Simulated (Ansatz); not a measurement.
Task: V₂O₃ (corundum, R-3c) is relaxed with plane-wave PAW PBE (Ansatz code). What lattice parameters of the conventional cell result?

Result: a = 4.852 Å, c = 14.313 Å.

Task: Give the free coordinates with the occupied sites.

Result: In one choice of origin and axes:

| atom | site | symmetry | x | y | z |
|---|---|---|---|---|---|
| O | 18e | .2 | 0.3244 | 0.3244 | 0.2500 |
| V | 12c | 3. | 0.0000 | 0.0000 | 0.1596 |

Task: Is it a metal or does it have a gap at this level?

Result: No gap at this level.

The cell was relaxed with PBE under the symmetry of its start. Spin order of the final state: ferromagnetic, chosen from 5 collinear starts compared on coarse meshes (ties went to the first, and starts can fall back to one state), not a proven ground state. No Hubbard U is applied. The compound may be a true metal, but semilocal functionals without U, or a wrong spin order, can also close a gap.

Potentials: the later of the program's two PAW sets.
